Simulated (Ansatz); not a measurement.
Computed with DFT PBE, scalar-relativistic, plane waves, PAW (Ansatz). All cells share a 420 eV cutoff and Γ-centred k meshes spaced at most about 0.3 Å⁻¹ (about 0.25 or finer for metals, 2π included). Collinear spin in cells that started with moments and kept them past the coarse steps, no spin elsewhere.

Each of these unrelaxed guesses is relaxed in cell and atoms within its symmetry. A guess keeps its type if space group and coordination stay and the shape of the cell changes little (axis ratios within about 15 %, angles within 6°); the volume may change.

1. AlP5

Space group P4/mmm (No. 123). a = 5.195 Å, b = 5.195 Å, c = 4.786 Å, α = 90.00°, β = 90.00°, γ = 90.00°
```tsv
atom	site	symmetry	x	y	z
Al	1c	4/mmm	0.5000	0.5000	0.0000
P	4j	m.2m	0.7184	0.7184	0.0000
P	1a	4/mmm	0.0000	0.0000	0.0000
```

2. Ir2Ru3

Space group P-6m2 (No. 187). a = 2.690 Å, b = 2.690 Å, c = 21.878 Å, α = 90.00°, β = 90.00°, γ = 120.00°
```json
{"atom": "Ru", "site": "2g", "symmetry": "3m.", "x": "0.0000", "y": "0.0000", "z": "0.6000"}
{"atom": "Ru", "site": "1a", "symmetry": "-6m2", "x": "0.0000", "y": "0.0000", "z": "0.0000"}
{"atom": "Ru", "site": "2h", "symmetry": "3m.", "x": "0.3333", "y": "0.6667", "z": "0.7000"}
{"atom": "Ru", "site": "1d", "symmetry": "-6m2", "x": "0.3333", "y": "0.6667", "z": "0.5000"}
{"atom": "Ir", "site": "2g", "symmetry": "3m.", "x": "0.0000", "y": "0.0000", "z": "0.8000"}
{"atom": "Ir", "site": "2h", "symmetry": "3m.", "x": "0.3333", "y": "0.6667", "z": "0.9000"}
```

3. AlFeC4N4 (collinear spin from parallel moments)

Space group P-43m (No. 215). a = 5.855 Å, b = 5.855 Å, c = 5.855 Å, α = 90.00°, β = 90.00°, γ = 90.00°
```tsv
atom	site	symmetry	x	y	z
Al	1b	-43m	0.5000	0.5000	0.5000
Fe	1a	-43m	0.0000	0.0000	0.0000
C	4e	.3m	0.1911	0.1911	0.1911
N	4e	.3m	0.3065	0.3065	0.3065
```

4. Si5Mo

Space group F-43m (No. 216). a = 7.323 Å, b = 7.323 Å, c = 7.323 Å, α = 90.00°, β = 90.00°, γ = 90.00°
```
atom  site  symmetry       x       y       z
  Si    4d      -43m  0.2500  0.2500  0.7500
  Si   16e       .3m  0.6246  0.1246  0.8754
  Mo    4a      -43m  0.0000  0.0000  0.0000
```

5. CdAgBr3

Space group R3m:H (No. 160). a = 7.370 Å, b = 7.370 Å, c = 9.027 Å, α = 90.00°, β = 90.00°, γ = 120.00°
```
atom  site  symmetry       x       y       z
  Cd    3a        3m  0.0000  0.0000  0.4742
  Ag    3a        3m  0.0000  0.0000  0.9742
  Br    9b        .m  0.8333  0.1667  0.1667
```

Q: Which keep their type?

A: Guesses 2, 3 and 4 keep their type.

| guess | kept | start group | end group | V start (Å³/atom) | V end | b/a and c/a, end over start | nearest neighbours start | nearest neighbours end |
| --- | --- | --- | --- | --- | --- | --- | --- | --- |
| 1 | no | P4/mmm | P4/mmm | 21.5 | 19.3 | 1.00, 0.37 | Al 4, P 1/4 | Al 6, P 4/6 |
| 2 | yes | P-6m2 | P-6m2 | 13.7 | 14.1 | 1.00, 0.98 | Ir 12, Ru 12 | Ir 12, Ru 12 |
| 3 | yes | P-43m | P-43m | 20.1 | 18.4 | 1.00, 1.00 | Al 4, C 1, Fe 4, N 1 | Al 4, C 1, Fe 4, N 1 |
| 4 | yes | F-43m | F-43m | 16.4 | 14.1 | 1.00, 1.00 | Mo 16, Si 6/16 | Mo 16, Si 6/16 |
| 5 | no | R3m | R3m | 28.3 | 44.8 | 1.00, 1.09 | Ag 6, Br 2, Cd 12 | Ag 4, Br 2, Cd 3 |

Neighbours count within 15 % of an atom's shortest distance; end groups are read at 0.02 Å (0.05 Å in metals).

Spin–orbit coupling, which can matter for Ir, is left out. Another magnetic order may lie lower. Cells relaxed within their symmetry can be saddle points.

In counts of neighbours, a slash parts the counts of unlike sites.
